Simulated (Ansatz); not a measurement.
## LiCuAuO2: stationary points along a deformation path

Computed with DFT PBEsol, scalar-relativistic, plane waves, PAW (Ansatz 0.2.0). Cutoff 420 eV, Γ-centred 18×18×18 k-points, Gaussian smearing of 0.15 eV. Spin–orbit coupling is left out, which matters for the heavy elements here. No spin polarisation. Energies are free energies at this smearing, counted from the undisturbed cell; pressure is positive in compression.

Zero of the scan (relaxed at this level; it needn't be the usual structure):

```yaml
crystal:
  lattice:
    - [1.61881, 0.93462, 6.28786]
    - [-1.61881, 0.93462, 6.28786]
    - [0.00000, -1.86924, 6.28786]
  atoms:
    - { symbol: Li, position: [0.76073, 0.76073, 0.76073] }
    - { symbol: Cu, position: [0.52233, 0.52233, 0.52233] }
    - { symbol: Au, position: [0.98959, 0.98959, 0.98959] }
    - { symbol: O, position: [0.88111, 0.88111, 0.88111] }
    - { symbol: O, position: [0.09624, 0.09624, 0.09624] }
```

At fixed volume and fractional coordinates, lengths along (0.000, 0.000, 1.000) are scaled against those across it; ρ is that ratio over its starting value. V = 11.416 Å³/atom. Δσ is the stress along the axis less the mean stress across it (compression positive).

| ρ | ΔE (meV/atom) | Δσ (GPa) | space group |
| --- | --- | --- | --- |
| 0.850 | 173.4 | 51.70 | R3m |
| 0.920 | 40.1 | 21.44 | R3m |
| 0.960 | 9.0 | 9.63 | R3m |
| 1.000 | 0.0 | -0.09 | R3m |
| 1.050 | 11.9 | -9.88 | R3m |
| 1.100 | 42.4 | -17.43 | R3m |
| 1.200 | 135.9 | -26.69 | R3m |

Problem. How does the stress give the slope of the energy, and where is the energy stationary?

Solution. Along the path d ln(length) is 2/3 d ln ρ on the axis and −1/3 d ln ρ across it, so dE/d ln ρ = −(2/3) V Δσ: the energy falls with ρ where Δσ is positive. Δσ vanishes or changes sign between ρ = 0.960 and 1.000, a minimum (near 1.00 by linear interpolation). Pairs of stationary points between two samples would go unseen, and could change a minimum read from distant neighbours into a maximum.

Problem. Integrate that slope from ρ = 1 to 0.850 by the trapezoid rule.

Solution. With V/N in Å³ and 1 eV/Å³ = 160.2 GPa the slopes at ρ = 1.000, 0.960, 0.920, 0.850 are 4, -457, -1019, -2456 meV/atom per unit of ln ρ. The steps add 9.2 + 31.4 + 137.5 = 178.1 meV/atom, against 173.4 from the energies; the trapezoid rule misses the curvature of the slope within each step.

Forces appear on the atoms along this scan, and letting them relax would lower the energy and soften the response. No gap shows at this level, though a semilocal functional can close a small gap that the real compound has; without a gap these slopes depend on the k mesh and the smearing.

Cost: 7 runs of about 3.3 core-minutes in all, on AMD EPYC 9R45 (Zen 5) (shared hosts).